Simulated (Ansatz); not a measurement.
MoRu:
```yaml
crystal:
  lattice:
    - [2.76401, 0.00000, 0.00000]
    - [0.00000, 2.76401, 0.00000]
    - [0.00000, 0.00000, 3.81473]
  atoms:
    - { symbol: Ru, position: [0.00000, 0.00000, 0.00000] }
    - { symbol: Mo, position: [0.50000, 0.50000, 0.50000] }
```

Relaxed with r²SCAN.

Task: Map the valence electron density (e/Å³), cut off at 5 on the plane through (0.000, 0.000, 0.000) spanned by u = [1, 0, 0] and v = [0, 1, 1] in lattice vectors, from the program Ansatz at the r²SCAN level (PAW).

Result: x is the fraction of u, y of v (the angle between them is 90°; rows are the nearest grid lines); atoms in the plane: Ru at (0.00, 0.00), Mo at (0.50, 0.50).
```
|99996200000269999|
|99995100000159999|
|99973100000137999|
|98631000000013689|
|33210000000001233|
|10000000000000001|
|00000000000000000|
|00000000000000000|
|00000122322100000|
|00001357775310000|
|00013699999631000|
|00014899999841000|
|00014899999841000|
|00013699999631000|
|00001357775310000|
|00000122322100000|
|00000000000000000|
|00000000000000000|
|10000000000000001|
|33210000000001233|
|98631000000013689|
|99973100000137999|
|99995100000159999|
|99996200000269999|
```
Scale: ten equal steps from 0.296 (start of '0') to 5.00 (end of '9'), in the order '0123456789'; x runs from 0.000 to 1.00, y from 0.000 (bottom) to 1.00 (top).

The density is the valence pseudo-density with augmentation charge, so density and ELF within about 1 Å of a nucleus are not all-electron values.

Space group P4/mmm (L1₀ or tetragonal B2). The start of the workflow was typed in or built on a structure type; neither database checked (COD, Materials Project) lists it. Whether it is the stable phase at ambient conditions was not checked. The r²SCAN relaxation kept the symmetry of its start; whether a distortion lowers the energy is not shown. No spin polarisation was allowed.

Potentials: the later of the program's two PAW sets.
